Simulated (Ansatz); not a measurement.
This TaGe₄ structure is the end of a relaxation. The cell was found from a structure generator's guess, not taken from experiment.

Method: Ansatz, DFT PBE, scalar-relativistic, plane waves, PAW. Cutoff 420 eV, Γ-centred mesh, Gaussian smearing, no spin polarisation.

```
CELL_PARAMETERS angstrom
-3.37011 3.37011 1.90764
3.37011 -3.37011 1.90764
3.37011 3.37011 -1.90764
ATOMIC_POSITIONS crystal
Ta 0.50000 0.50000 0.00000
Ge 0.69339 0.88031 0.57370
Ge 0.88031 0.30661 0.18692
Ge 0.11969 0.69339 0.81308
Ge 0.30661 0.11969 0.42630
```

Energies over the elements count from the elements' standard structures at the same level, with no fitted energy shifts.

Q: Find its symmetry and describe it.

A: I4/m (No. 87), with Ta and Ge ordered on fcc sites. Conventional cell: a = 6.740 Å, c = 3.815 Å. Around Ta lie 12 Ge at 2.88–2.93 Å; Ge has 2 Ge at 2.70 Å, 3 Ta at 2.88–2.93 Å, 4 Ge at 2.89 Å and 3 Ge at 3.07–3.14 Å.

Q: How far does it lie from the elements in energy?

A: +0.19 eV/atom. The separate elements lie lower, so it is unstable against them.

Q: Is it a metal?

A: Yes, bands cross the Fermi level on the 12×12×12 mesh.

Q: From what recipe could a structure generator have reached it?

A: One such recipe: ordered superstructure of bcc (I4/m, No. 87). Other recipes can lead to the same cell.

The last run used a 12×12×12 mesh for its 5-atom cell and Gaussian smearing of 0.10 eV. Spin–orbit coupling, which can matter for Ta, is left out. A structure relaxed within its symmetry needn't be a true minimum.
